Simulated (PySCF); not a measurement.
PySCF single point, HF/6-31G*, density fitting, IEF-PCM implicit carbon disulfide (electrostatics alone), on vinylidene fluoride, C2H2F2 (SMILES C=C(F)F), charge 0, multiplicity 1.

```python
from pyscf import gto, scf, dft
mol = gto.M(atom='''
C     -0.768412    -0.000198     0.000076
C      0.543452    -0.000131     0.000608
F      1.311299    -1.081231     0.000448
F      1.310764     1.081231    -0.000653
H     -1.310971     0.924699     0.000653
H     -1.311299    -0.924861    -0.000635
''', basis='6-31G*', charge=0, spin=0, verbose=3)
mf = scf.RHF(mol)
mf = mf.density_fit()
mf = mf.PCM()
mf.with_solvent.method = 'IEF-PCM'
mf.with_solvent.eps = 2.641
mf.max_cycle = 100
e = mf.kernel()
print('converged', mf.converged)
print('E_total', e)
print('nao', mol.nao)
print('HOMO', mf.mo_energy[mf.mo_occ > 0].max())
mf.dip_moment()
```

It prints:

```

WARN: PCM is an experimental feature. It is still in testing.
Features and APIs may be changed in the future.

converged SCF energy = -275.737534585906
converged True
E_total -275.73753458590573
nao 60
HOMO -0.38633702458685715
Dipole moment(X, Y, Z, Debye): -1.64691, -0.00001,  0.00122
```

The total energy is -7503.20 eV, -0.04 eV from the same level's vacuum run.
